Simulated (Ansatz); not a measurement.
NaPt₂:
```cif
data_Na8Pt16
_chemical_formula_sum 'Pt16 Na8'
_space_group_name_H-M_alt 'Fd-3m :1'
_space_group_IT_number 227
_space_group_name_Hall 'F 4d 2 3 -1d'
_cell_length_a 7.50746
_cell_length_b 7.50746
_cell_length_c 7.50746
_cell_angle_alpha 90.000
_cell_angle_beta 90.000
_cell_angle_gamma 90.000
loop_
_atom_site_label
_atom_site_type_symbol
_atom_site_symmetry_multiplicity
_atom_site_Wyckoff_symbol
_atom_site_fract_x
_atom_site_fract_y
_atom_site_fract_z
_atom_site_occupancy
Pt1 Pt 16 c 0.12500 0.12500 0.12500 1
Na1 Na 8 b 0.50000 0.50000 0.50000 1
```
(The calculation used a cell of 6 atoms; values per cell refer to that cell.)

This is the r²SCAN-relaxed structure.

Task: All from DFT-r²SCAN in the program Ansatz with PAW potentials, unless another level is named. Give the formation energy from the elements (no fitted shifts).

Result: -0.44 eV/atom.

Task: Predict the density of states at the Fermi level.

Result: 0.38 states/eV per atom (mean over ±0.08 eV).

The workflow started from an entry of the Crystallography Open Database (COD). Whether it is the stable phase at ambient conditions was not checked. The cell was relaxed with r²SCAN under the symmetry of its start; its stability against distortions is not shown here. The run is not spin-polarised. The references are the lowest solids computed at this level, not always the standard phases. Spin–orbit coupling is left out wherever it is not named.

Potentials: the later of the program's two PAW sets.
